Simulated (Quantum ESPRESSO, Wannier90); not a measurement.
**Wannier functions of PbI₂ (CdI2 type)**

```xyz
3
Lattice="4.6127 0.0000 0.0000 -2.3063 3.9947 0.0000 0.0000 0.0000 7.2570" Properties=species:S:1:pos:R:3 pbc="T T T"
Pb     0.0000     0.0000     0.0000
I     -2.3063     1.3316    -1.8799
I      2.3063    -1.3316     1.8799
```

Cell from Materials Project (mp-22893), symmetrised, no further relaxation. COD (Crystallography Open Database) has the formula in 4 space groups, this one among them (matched by group alone). Computed values, not measurements, from PBEsol: Quantum ESPRESSO (norm-conserving PseudoDojo potentials, cutoff 56 Ry, spinors with spin-orbit coupling) on a Γ-centred 6×6×4 mesh, then Wannier90. Density: 12×12×4 mesh, cold smearing 0.01 Ry.

A tight-binding model is made by disentanglement and projection with no localisation steps (num_iter = 0), so the 24 orbitals stay atom-like: hydrogen-like Pb: s;p; I: s;p, axes along x, y, z; frozen window up to 2.96 eV relative to the valence-band maximum. It follows pw.x to 0.9 meV rms for states up to 2.5 eV relative to the valence-band maximum. Matrix elements depend on this choice of orbitals and windows.

Question: What are the on-site energies relative to the valence-band maximum, and how fast do the hoppings decay?

Answer: 
| atom | orbitals | energy (eV) |
|---|---|---|
| Pb1 | s↑ s↓ | -6.55 |
| Pb1 | pz↑ pz↓ | 2.17 |
| Pb1 | px↑ px↓ py↑ py↓ | 2.09 |
| I2 | s↑ s↓ | -11.24 |
| I2 | pz↑ pz↓ | -1.06 |
| I2 | px↑ px↓ py↑ py↓ | -1.03 |
| I3 | s↑ s↓ | -11.24 |
| I3 | pz↑ pz↓ | -1.06 |
| I3 | px↑ px↓ py↑ py↓ | -1.03 |

```tsv
distance of the centres (Å)	largest modulus (eV)
3–4	0.98
4–5	0.21
5–6	0.028
6–7	0.12
7–8	0.059
8–9	0.010
9–10	0.014
10–11	0.024
```

Effective spin-orbit constants λ of λ L·S, from the same-site elements px↑–py↑ (λ/2) and dx2-y2↑–dxy↑ (λ), where they are among the larger elements: Pb1 p 1.2 eV, I2 p 0.66 eV, I3 p 0.66 eV.
